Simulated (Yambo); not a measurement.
A G0W0@PBEsol run in Yambo for K2CO3 (space group P6_3/mmc, No. 194) (3×3×2 Γ-centred k mesh, 285 bands and a 7 Ry block in the screening, 285 bands in G with the Bruneval-Gonze terminator, plasmon pole fitted at 27.2 eV) gives these matrix elements, in eV, at the band edges (Γ → Γ):

```
state               E0    <Vxc>     <Σx>  <Σc(E0)>      Z
---------------  -----  -------  -------  --------  -----
valence edge     0.000  -19.970  -26.140     4.103  0.811
conduction edge  3.478   -7.906   -3.844    -3.030  0.888
```

Task: Solve the linearised quasiparticle equation for both states, give the gap, and say how exchange and correlation each act on it.

Result: E = E0 + Z(Σx + Σc − Vxc). Valence: 0.000 + 0.811 × (-26.140 + (4.103) − (-19.970)) = -1.68 eV. Conduction: 3.478 + 0.888 × (-3.844 + (-3.030) − (-7.906)) = 4.39 eV. The gap is 6.07 eV, against 3.48 eV in PBEsol. Replacing Vxc by bare exchange alone would open it by 10.23 eV; correlation takes back 7.13 eV of that, and Z scales what is left. Nearest settings tried, and what they do to the gap: 138 bands in W: +79 meV; 6 Ry block (341 vectors against 431): -31 meV; 3×3×1 mesh: -86 meV. Not varied: bands in G. So the settings aren't converged at that level. 

Geometry of the Materials Project entry, not relaxed at this level; primitive cell a = b = 5.7421 Å, c = 6.8159 Å, α = β = 90.00°, γ = 120.00°.

The structure is a Materials Project entry; no match was found in the copy of COD used, and its stability was not checked.
